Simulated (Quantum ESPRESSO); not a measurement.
**Band energies of InN**

```xyz
2
Lattice="0.0000 2.4690 2.4690 2.4690 0.0000 2.4690 2.4690 2.4690 0.0000" Properties=species:S:1:pos:R:3 pbc="T T T"
N      3.7035     3.7035     3.7035
In     0.0000     0.0000     0.0000
```

norm-conserving LDA (Quantum ESPRESSO, 84 Ry, scalar-relativistic); path ΓXWKΓLUWLK,UX; energies in eV from the Fermi level.

```
k (1/Å)  point  band 5  band 6  band 7  band 8  band 9  band 10  band 11  band 12
-------  -----  ------  ------  ------  ------  ------  -------  -------  -------
0.00         Γ  -13.05  -13.05   -0.32   -0.03   -0.03    -0.03     9.41     9.41
0.64            -12.99  -12.47   -3.21   -1.32   -1.32     2.81     6.69     9.99
1.27         X  -12.93  -10.86   -5.27   -2.46   -2.46     2.83     5.97     9.06
1.91         W  -13.02  -10.53   -5.07   -3.25   -3.03     5.21     6.60     8.31
2.02            -13.01  -10.55   -5.09   -3.36   -2.82     5.08     6.51     8.37
2.36         K  -12.99  -10.65   -5.18   -3.62   -1.98     4.26     6.23     8.63
2.67            -13.05  -11.03   -5.09   -3.29   -1.28     5.12     5.78     7.84
3.40            -13.07  -13.04   -1.87   -0.45   -0.12     1.34     8.39     9.37
3.71         Γ  -13.05  -13.05   -0.32   -0.03   -0.03    -0.03     9.41     9.41
4.01            -13.06  -13.06   -1.88   -0.20   -0.20     1.23     8.35     9.60
4.61            -12.99  -11.54   -5.67   -0.87   -0.87     3.02     6.56     9.51
4.81         L  -12.97  -11.24   -6.14   -0.94   -0.94     3.13     6.51     9.44
5.20            -12.99  -10.98   -5.75   -2.40   -1.34     4.49     5.97     8.38
5.59         U  -12.99  -10.65   -5.18   -3.62   -1.98     4.26     6.23     8.63
5.93            -13.01  -10.55   -5.09   -3.36   -2.82     5.08     6.51     8.37
6.04         W  -13.02  -10.53   -5.07   -3.25   -3.03     5.21     6.60     8.31
6.49            -12.99  -10.91   -5.63   -2.63   -1.59     4.91     5.81     8.19
6.94         L  -12.97  -11.24   -6.14   -0.94   -0.94     3.13     6.51     9.44
7.03            -12.97  -11.23   -6.12   -1.04   -0.96     3.23     6.48     9.31
7.54            -13.00  -10.74   -5.33   -3.40   -1.73     4.69     6.00     8.34
7.72         K  -12.99  -10.65   -5.18   -3.62   -1.98     4.26     6.23     8.63
7.72         U  -12.99  -10.65   -5.18   -3.62   -1.98     4.26     6.23     8.63
8.17         X  -12.93  -10.86   -5.27   -2.46   -2.46     2.83     5.97     9.06
```

At this level the gap is closed or nearly so: along the path the highest valence and lowest conduction bands touch, or overlap by less than 0.6 eV, a zero-gap or semimetallic result; the valence top lies at Γ, the conduction bottom at Γ. Semilocal functionals close the gaps of some narrow-gap semiconductors, so this alone doesn't show that the compound has none.

Spin-orbit splittings are left out.

Geometry relaxed with LDA.

This is not the ordinary phase of the substance; no match was found in the copy of COD used, and its stability was not checked.
